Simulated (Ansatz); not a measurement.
MoPt:
```cif
data_MoPt
_chemical_formula_sum 'Pt1 Mo1'
_space_group_name_H-M_alt 'P4/mmm'
_space_group_IT_number 123
_space_group_name_Hall '-P 4 2'
_cell_length_a 2.73028
_cell_length_b 2.73028
_cell_length_c 4.13441
_cell_angle_alpha 90.000
_cell_angle_beta 90.000
_cell_angle_gamma 90.000
loop_
_atom_site_label
_atom_site_type_symbol
_atom_site_symmetry_multiplicity
_atom_site_Wyckoff_symbol
_atom_site_fract_x
_atom_site_fract_y
_atom_site_fract_z
_atom_site_occupancy
Pt1 Pt 1 a 0.00000 0.00000 0.00000 1
Mo1 Mo 1 d 0.50000 0.50000 0.50000 1
```

Relaxed at zero pressure with plane-wave PAW PBE (Ansatz code).

Q: The volume is raised by 9 % and shape and atoms relax at that volume. What pressure results, and how do the axes share the change?

A: -18.9 GPa; a 3.0 %, b 3.0 %, c 2.8 %; the energy rises by 89 meV/atom.

Q: Give the new structure.

A: 
Space group P4/mmm (No. 123); a = b = 2.811 Å, c = 4.251 Å, α = β = γ = 90.00°

```tsv
atom	site	symmetry	x	y	z
Pt	1a	4/mmm	0.0000	0.0000	0.0000
Mo	1d	4/mmm	0.5000	0.5000	0.5000
```

The phase is kept; no other phase was compared at this pressure.

The start of the workflow was typed in or built on a structure type; neither database checked (COD, Materials Project) lists it. Whether it is the stable phase at ambient conditions was not checked. The PBE relaxation kept the symmetry of its start; whether a distortion lowers the energy is not shown. No spin polarisation was allowed. Axis ratios of metals converge slowly with the k-mesh, so a and c are less sure than the volume. Spin–orbit coupling is left out wherever it is not named.

Potentials: the later of the program's two PAW sets.
